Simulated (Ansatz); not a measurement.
## SrIn$_{2}$SnSe$_{4}$: input and output

input.yaml (Ansatz 0.2.0)

```yaml
crystal:
  lattice:
    - [-3.64918, 3.64918, 4.339121]
    - [3.64918, -3.64918, 4.339121]
    - [3.64918, 3.64918, -4.339121]
  atoms:
    - { symbol: Sn, position: [0.0, 0.0, 0.0] }
    - { symbol: Sr, position: [0.5, 0.5, 0.0] }
    - { symbol: In, position: [0.25, 0.75, 0.5] }
    - { symbol: In, position: [0.75, 0.25, 0.5] }
    - { symbol: Se, position: [0.03526, 0.03526, 0.4132] }
    - { symbol: Se, position: [0.96474, 0.37794, 0.0] }
    - { symbol: Se, position: [0.62206, 0.62206, 0.5868] }
    - { symbol: Se, position: [0.37794, 0.96474, 0.0] }
  symmetry: { tolerance: 0.0003 }
kpoints:
  mp_grid: { grid: [7, 7, 7], shift: [0, 0, 0] }
  band_path:
    path:
      - [0.0, 0.0, 0.0]
      - [0.0, 0.0, 0.5]
      - [0.25, 0.25, 0.25]
      - [0.0, 0.5, 0.0]
      - [0.0, 0.0, 0.0]
      - [0.5, 0.5, -0.5]
      - [0.42681824, 0.57318176, -0.42681824]
      - [-0.42681824, 0.42681824, 0.42681824]
      - [0.0, 0.0, 0.0]
      - [0.0, 0.0, 0.5]
      - [-0.35363648, 0.35363648, 0.5]
    npoints: 6
magnetization:
  spin_polarized: false
scf:
  occupations: { method: fermi_dirac, width: 0.013 }
  lower_state_search: "off"
  max_iter: 200
hamiltonian:
  pseudopotentials: { kind: paw }
  xc: pbe
basis:
  ecutwfc: 420
  fft_grid_basis: typed
output:
  forces: true
  stress: true
  eigenvalues: true
  bader: true
  populations: true
  elf: true
  write_potential: true
  volumetric_format: npy
  dos:
    e_range: [-12, 8]
    de: 0.05
    projected: { site_lists: { In: [In], Se: [Se], Sn: [Sn], Sr: [Sr] } }
checkpoint:
  read: saved_state
```

The run starts from an earlier solution of this cell. 

Excerpt of what it printed:

```
Pseudopotentials: kind: paw
Pseudopotential: Sn, paw, valence charge 14, recommended cutoff 420 eV (normal), Sn.paw.azcp
Pseudopotential: Sr, paw, valence charge 10, recommended cutoff 420 eV (normal), Sr.paw.azcp
Pseudopotential: In, paw, valence charge 13, recommended cutoff 420 eV (normal), In.paw.azcp
Pseudopotential: Se, paw, valence charge 16, recommended cutoff 420 eV (normal), Se.paw.azcp
Functional definition: PBE
  exchange = pbe_x(kappa = kappa, mu = beta*pi^2/3)
  correlation = pbe_c(beta = beta)
Crystal: 8 atoms, lattice volume = 231.128 Å³
Basis set: ecut = 420 eV, 4527 PW (Γ), exchange–correlation on 96×96×96 points (8 copies of the dense FFT grid, shifted against one another)
Bands: 69, of which v1, the nominal top of the filled ones, is band 57 counted from 1 (56 counted from 0)
Symmetry: 8 space group operations
Space group: I-42m (ITA 121), of the structure as read, at distance tolerance 1.8e-3 Å
k-points: 40 of 343 (time reversal used)
Initial density: read from a saved state, or passed on in memory by an earlier SCF of this step, an earlier step, the calling program or the single point that the run made first
Functional: x = pbe(κ = 0.804, μ = 0.2195), c = pbe(β = 0.0667)
SCF iter   1: F=—  Δρ=4.78e-4  dr2=8.39e-4
SCF iter   2: F=—  Δρ=2.49e-4  dr2=1.74e-4
SCF iter   3: F=—  Δρ=1.26e-4  dr2=7.91e-5
SCF iter   4: F=—  Δρ=8.32e-5  dr2=3.77e-5
SCF iter   5: F=—  Δρ=4.95e-5  dr2=9.66e-6
SCF iter   6: F=—  Δρ=1.76e-5  dr2=1.51e-6
SCF iter   7: F=—  Δρ=5.50e-6  dr2=1.27e-7
SCF iter   8: F=-42644.5513 eV  Δρ=1.61e-6  dr2=1.16e-8
Free energy (F): -42644.5513 eV
Harris-Foulkes:  -42644.5513 eV  (|F-HF|=4.12e-9)
Internal energy: -42644.5455 eV  (E = F + TS)
E sigma→0 (E₀):  -42644.5484 eV
Entropy (-TS):   -0.0058 eV (-0.721 meV/atom)
Fermi energy:    8.8384 eV
--- Forces (eV/Å), atoms counted from 1 ---
  atom   1  Sn     0.0000     0.0000     0.0000
  atom   2  Sr     0.0000     0.0000     0.0000
  atom   3  In     0.0000     0.0000     0.0000
  atom   4  In     0.0000     0.0000     0.0000
  atom   5  Se     0.6102     0.6102    -0.3624
  atom   6  Se     0.6102    -0.6102     0.3624
  atom   7  Se    -0.6102    -0.6102    -0.3624
  atom   8  Se    -0.6102     0.6102     0.3624
--- Stress (GPa, compression-positive) ---
        7.8623       0.0000       0.0000
        0.0000       7.8623       0.0000
        0.0000       0.0000       1.9385
  P = ⅓ Tr σ = 5.8877 GPa (58.877 kbar)
```

Origin: a known structure type with other elements, at an estimated volume, so it need not be a known compound. Caveats: many states at the Fermi level without spin polarisation, so a magnetic state may lie lower.
